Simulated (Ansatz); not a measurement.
TiRe:
Space group Pm-3m (No. 221); a = b = c = 3.103 Å, α = β = γ = 90.00°

| atom | site | symmetry | x | y | z |
|---|---|---|---|---|---|
| Re | 1a | m-3m | 0.0000 | 0.0000 | 0.0000 |
| Ti | 1b | m-3m | 0.5000 | 0.5000 | 0.5000 |

Relaxed with r²SCAN.

**Question.** Tabulate the valence density and the electron localisation function along the shortest Ti–Ti contact (3.10 Å), r²SCAN (plane waves, PAW; program Ansatz).

**Answer.** 

| distance from Ti (Å) | density (e/Å³) | ELF |
|---|---|---|
| 0.31 | 8.58 | 0.30 |
| 0.47 | 5.95 | 0.57 |
| 0.62 | 3.04 | 0.58 |
| 0.78 | 1.14 | 0.35 |
| 0.93 | 0.42 | 0.11 |
| 1.09 | 0.25 | 0.06 |
| 1.24 | 0.20 | 0.11 |
| 1.40 | 0.19 | 0.21 |
| 1.55 | 0.19 | 0.27 |
| 1.71 | 0.19 | 0.21 |
| 1.86 | 0.20 | 0.11 |
| 2.02 | 0.25 | 0.06 |
| 2.17 | 0.42 | 0.11 |
| 2.33 | 1.14 | 0.35 |
| 2.48 | 3.04 | 0.58 |
| 2.64 | 5.95 | 0.57 |
| 2.79 | 8.58 | 0.30 |

The density is the valence pseudo-density with augmentation charge, so density and ELF within about 1 Å of a nucleus are not all-electron values.

The workflow started from an entry of the Crystallography Open Database (COD). Its standing as an ambient phase is unchecked. The cell was relaxed with r²SCAN under the symmetry of its start; its stability against distortions is not shown here. The run is not spin-polarised. Scalar-relativistic: spin–orbit coupling is off unless named, which matters more the heavier the elements.

Potentials: the later of the program's two PAW sets.
